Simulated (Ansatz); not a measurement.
Total density of states per atom from PBEsol (plane waves, PAW; program Ansatz), in 0.25 eV bins, energy from the Fermi level:

(E (eV), states/eV/atom): (-7.85, 0.25); (-7.60, 0.25); (-7.35, 0.25); (-7.10, 0.25); (-6.85, 0.25); (-6.60, 0.25); (-6.35, 0.25); (-6.10, 0.25); (-5.85, 0.26); (-5.60, 0.27); (-5.35, 0.28); (-5.10, 0.29); (-4.85, 0.30); (-4.60, 0.30); (-4.35, 0.30); (-4.10, 0.30); (-3.85, 0.32); (-3.60, 0.33); (-3.35, 0.32); (-3.10, 0.33); (-2.85, 0.32); (-2.60, 0.33); (-2.35, 0.33); (-2.10, 0.34); (-1.85, 0.35); (-1.60, 0.36); (-1.35, 0.38); (-1.10, 0.40); (-0.85, 0.40); (-0.60, 0.40); (-0.35, 0.39); (-0.10, 0.39); (0.15, 0.39); (0.40, 0.38); (0.65, 0.38); (0.90, 0.38); (1.15, 0.37); (1.40, 0.36); (1.65, 0.36); (1.90, 0.37); (2.15, 0.36); (2.40, 0.36); (2.65, 0.36); (2.90, 0.36); (3.15, 0.36); (3.40, 0.37); (3.65, 0.39); (3.90, 0.40); (4.15, 0.42); (4.40, 0.47); (4.65, 0.41)

Task: Pick the material that matches.
A) BAs, zinc blende
B) BP, CsCl type
C) ZnCu, CsCl type
D) ReC, CsCl type

Result: B, BP, CsCl type. Within 0.5 eV of the Fermi level: P 3p 37 %, B 2p 35 %, B 2s 15 %, P 3s 7 %. Projections are on Löwdin-orthogonalised atomic valence shells; empty p or d shells of many metals are not among them.

Space group Pm-3m (CsCl type). The start of the workflow was typed in or built on a structure type; neither database checked (COD, Materials Project) lists it. It is not the phase usual at ambient conditions (space group No. 216). Symmetry was held in the PBEsol relaxation. At this level the phase is dynamically unstable (imaginary phonons). The volume moved by 16 % from the start of the relaxation. Its formation energy is positive at this level, so the cell may be metastable or incomplete.

Potentials: the earlier of the program's two PAW sets. The files were generated under PBE; for other functionals the program regenerates the frozen cores, and for LDA and PBEsol the local potential too.
